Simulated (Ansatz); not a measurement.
Data:

SiC (wurtzite)

```yaml
crystal:
  lattice:
    - [3.09195, 0.00000, 0.00000]
    - [-1.54598, 2.67771, 0.00000]
    - [0.00000, 0.00000, 5.07427]
  atoms:
    - { symbol: Si, position: [0.66667, 0.33333, 0.00052] }
    - { symbol: Si, position: [0.33333, 0.66667, 0.50052] }
    - { symbol: C, position: [0.66667, 0.33333, 0.62468] }
    - { symbol: C, position: [0.33333, 0.66667, 0.12468] }
```

In each cell atom 2 (Si, nearest neighbour C at 1.893 Å; its periodic images, 3.1 Å or more away, move with it) moves by s·(0.000, 0.943, 0.333) (towards the nearest neighbour), the rest being held.

All values below come from PBE (plane waves to 420 eV, PAW, scalar-relativistic; Ansatz, a program for electronic structure). k mesh 10×10×5 (Γ-centred), Fermi-Dirac smearing 0.05 eV. E stands for the smeared free energy. SiC was relaxed with its symmetry unable to fall. The zero of ΔE is the undisplaced structure.

The scan covers s from -0.190 to 0.190 Å in 11 points.

Q: Is the energy the same for displacements of ±0.190 Å, and if not, which side lies higher?

A: Not even: the positive side lies higher at ±0.190 Å. With its periodic images moving along, the atom's site symmetry in this cell is 3m..

Q: What is the energy change at s = 0.190 Å?

A: 457 meV/cell.

Q: What force acts on the atom along the line at s = -0.190 Å?

A: 2.69 eV/Å.

Q: What is the force constant k = d²E/ds² of this move at s = 0?

A: 20.1 eV/Å².

(For displaced atoms, the force is minus the slope of the energy, and its curvature is a force constant, which sets phonon frequencies.)
